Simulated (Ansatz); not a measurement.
**CdAs: from a starting cell to a relaxed one**

The relaxed structure here is a generated cell of CdAs: the first start was made by placing the elements on the sites of a structure type, and the end was not matched to a known phase here, so it may be hypothetical.

The start is a generated cell, CdAs built in the AFLOW prototype AB_cI16_199_a_a (B_a). The structure is fully relaxed (lattice and positions, P = 0) with r2SCAN (plane waves to 500 eV, PAW, scalar-relativistic; Ansatz, an electronic-structure program). First-step values are on the input's coarse k-mesh.

Ansatz input (later rounds restart from its end on a renewed k-mesh):
Ansatz 0.2 input:
```yaml
crystal:
  lattice:
    - [-3.6356696, 3.6356696, 3.6356696]
    - [3.6356696, -3.6356696, 3.6356696]
    - [3.6356696, 3.6356696, -3.6356696]
  atoms:
    - { symbol: As, position: [0.912, 0.912, 0.912] }
    - { symbol: As, position: [0.5, 0, 0.588] }
    - { symbol: As, position: [0, 0.588, 0.5] }
    - { symbol: As, position: [0.588, 0.5, 0] }
    - { symbol: Cd, position: [0.4306, 0.4306, 0.4306] }
    - { symbol: Cd, position: [0.5, 0, 0.0694] }
    - { symbol: Cd, position: [0, 0.0694, 0.5] }
    - { symbol: Cd, position: [0.0694, 0.5, 0] }
basis: { ecutwfc: 500, ecutrho_ratio: 4, xc_grid: 4, fft_grid_basis: typed }
kpoints: { mp_grid: { grid: [5, 5, 5] } }
hamiltonian:
  xc: r2scan
  dispersion: none
  pseudopotentials: { kind: paw }
scf: { occupations: { method: fermi_dirac, width: 0.05 } }
relax: { f_tol: 0.01, max_steps: 100, cell: { stress_tol: 0.02 } }
output: { forces: true, stress: true }
```

Problem. How large is the pressure on the unrelaxed cell, and of which sign?

Solution. -6 GPa (negative: the cell is under tension).

Problem. Which atoms feel the largest initial force, and how large is it?

Solution. About 0.6 eV/Å, on As1, As2, As3, As4 (atoms numbered as listed).

Problem. By how much does the energy per atom fall from start to end?

Solution. 0.09 eV/atom.

Problem. How does the volume per atom move from start to end?

Solution. -6.0 %, from 24.03 to 22.59 Å³/atom.

Problem. How do the shortest distances between atoms change?

Solution. The closest pairs of elements (up to four, under 3.6 Å), start → end: As–As 3.06 → 2.73 Å; As–Cd 3.03 → 2.84 Å; Cd–Cd 3.17 → 2.90 Å.

Problem. Is the relaxed structure metallic? Give its gap.

Solution. No gap (metallic).

Problem. Write out the relaxed structure.

Solution. 
Space group I2₁3 (No. 199); a = 7.1228 Å, b = 7.1228 Å, c = 7.1228 Å, α = 90.00°, β = 90.00°, γ = 90.00°

| atom | site | symmetry | x | y | z |
|---|---|---|---|---|---|
| As | 8a | .3. | 0.4270 | 0.4270 | 0.4270 |
| Cd | 8a | .3. | 0.1965 | 0.1965 | 0.1965 |
(The calculation used a cell of 8 atoms; values per cell refer to that cell.)

The space group stays I2₁3 (No. 199) (the run could not lower it); the end is AFLOW prototype AB_cI16_199_a_a (B_a), with 8 atoms in the primitive cell. Final values are on a 9×9×9 k-mesh of the relaxed cell. No spin polarisation in the result.

The run could not lose the symmetry of its start: the end is stationary, and may be a saddle point rather than a minimum.
